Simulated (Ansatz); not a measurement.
## Li, first-principles data

Li:
```yaml
crystal:
  lattice:
    - [2.99091, 0.00000, 0.00000]
    - [-1.49545, 2.59020, 0.00000]
    - [0.00000, 0.00000, 4.89513]
  atoms:
    - { symbol: Li, position: [0.33333, 0.66667, 0.25000] }
    - { symbol: Li, position: [0.66667, 0.33333, 0.75000] }
```

Space group P6_3/mmc (No. 194), hcp (Mg type); conventional cell a = b = 2.991 Å, c = 4.895 Å, α = β = 90.00°, γ = 120.00°.

Method: the program Ansatz at the LDA level (PAW). Geometry: relaxed at this level of theory. Other levels are named where they apply.

Cell and energy:

```
Quantity              Value
---------------  ----------
Volume per atom    18.96 Å³
Density          0.61 g/cm³
```

Electronic structure:

```
Quantity                                                                     Value
------------------------------------  --------------------------------------------
Electronic character                                             metallic (no gap)
Density of states at the Fermi level  0.50 states/eV per atom (mean over ±0.08 eV)
```

Mechanics:

```
Property                                                                                        Result
--------------------------------------------  --------------------------------------------------------
Bulk modulus (Birch–Murnaghan fit)                                                            15.0 GPa
Pressure derivative B′                                                                             3.4
Elastic constants (relaxed ions, GPa)         C11 = 23.2, C12 = 14.2, C13 = 7.4, C33 = 30.8, C44 = 5.2
Mechanical stability                                            stable (all eigenvalues of C positive)
Hill bulk and shear moduli                                                            15.0 and 5.8 GPa
Young's modulus                                                                               15.5 GPa
Poisson's ratio                                                                                   0.33
Debye temperature from the elastic constants                                                     388 K
```

Phonons:

```
Quantity                                        Value
-----------------------------  ----------------------
Highest zone-centre frequency                329 cm⁻¹
Zone-centre stability          no imaginary mode at Γ
```

The workflow started from a Materials Project entry (that database holds measured and hypothetical structures alike); the Crystallography Open Database files this formula in space group No. 194, but the cells were not matched. It is not the phase usual at ambient conditions (space group No. 229). The cell was relaxed with LDA under the symmetry of its start. As this level gives no gap, shear constants depend on the k-mesh and smearing (Fermi–Dirac, 0.1 eV here). As this level gives no gap, phonon frequencies hold no LO–TO term and depend on the k-mesh and smearing (Fermi–Dirac, 0.1 eV here). Axis ratios of metals converge slowly with the k-mesh, so a and c are less sure than the volume.

Potentials: the earlier of the program's two PAW sets. The files were generated under PBE; for other functionals the program regenerates the frozen cores, and for LDA and PBEsol the local potential too.
